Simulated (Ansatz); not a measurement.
BN:
```
CELL_PARAMETERS angstrom
      2.55455     0.00000     0.00000
     -1.27728     2.21231     0.00000
      0.00000     0.00000     4.22448
ATOMIC_POSITIONS crystal
  B  0.66667 0.33333 0.00018
  B  0.33333 0.66667 0.50018
  N  0.66667 0.33333 0.37482
  N  0.33333 0.66667 0.87482
```

Relaxed with PBE. Special points in fractions of this cell's reciprocal vectors: Γ (0.000, 0.000, 0.000); M (0.500, 0.000, 0.000); K (0.333, 0.333, 0.000); A (0.000, 0.000, 0.500); L (0.500, 0.000, 0.500); H (0.333, 0.333, 0.500).

Problem. List the band energies nearest the valence-band maximum at these points for DFT-PBE in the program Ansatz with PAW potentials.

Solution. In eV from the valence-band maximum; about four levels below and three above (degenerate sets whole), none deeper than 8.9 eV; points with the same levels are listed once.

| k | below | above |
|---|---|---|
| Γ | -2.10 -2.10 -0.26 0.00 0.00 | 8.35 8.35 8.56 |
| M | -6.85 -4.93 -4.36 -2.09 | 6.69 7.95 10.57 |
| K | -7.16 -7.16 -5.38 -5.36 -5.36 | 5.23 13.36 13.36 |
| A | -1.16 -1.16 -1.16 -1.16 | 9.40 9.40 9.89 9.89 9.89 9.89 |
| L | -3.73 -3.73 -3.53 -3.53 | 6.57 6.57 9.98 9.98 |
| H | -7.64 -7.64 -3.00 -3.00 | 9.26 9.26 10.16 10.16 |

Space group P6_3mc (wurtzite). Symmetry was held in the PBE relaxation.

Potentials: the later of the program's two PAW sets.
